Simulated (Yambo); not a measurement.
ZnCl$_{2}$ (space group P4_2/nmc, No. 137), G0W0@PBEsol in Yambo (4×4×1 mesh, plasmon pole; 7 Ry block, no terminator). The number N of bands in W and G is varied.

```tsv
N	x = 1/N	gap Γ → Γ (eV)	shift of the valence edge (eV)
89	0.01124	6.417	-1.197
127	0.00787	6.347	-1.351
174	0.00575	6.316	-1.458
221	0.00452	?	?
```

Problem. Basis-set arguments suggest E = E∞ + A x. Fix A and E∞ from the two rows above the withheld one, predict the row at 221 bands, and test the form.

Solution. Gap: A = (6.316 − (6.347))/(0.00575 − 0.00787) = 14.6, E∞ = 6.232 eV, so 6.298 eV is predicted; the run gave 6.297 eV (miss 1 meV). The first two rows have slope 20.8, so the form doesn't hold yet over the whole range. Shift: A = (-1.458 − (-1.351))/(0.00575 − 0.00787) = 50.5, E∞ = -1.748 eV, so -1.520 eV is predicted; the run gave -1.528 eV (miss 8 meV). The first two rows have slope 45.7, within 15 % of that. The other settings are held fixed.

Geometry of the Materials Project entry, not relaxed at this level; primitive cell a = 3.685 Å, b = 3.685 Å, c = 10.887 Å, α = 90.00°, β = 90.00°, γ = 90.00°.

A shift is the quasiparticle energy of the state minus its PBEsol energy.

The distance between layers or molecules is the database entry's, not relaxed here. Functionals without dispersion can leave it too large, which widens gaps and weakens the response across layers: the numbers belong to this cell.
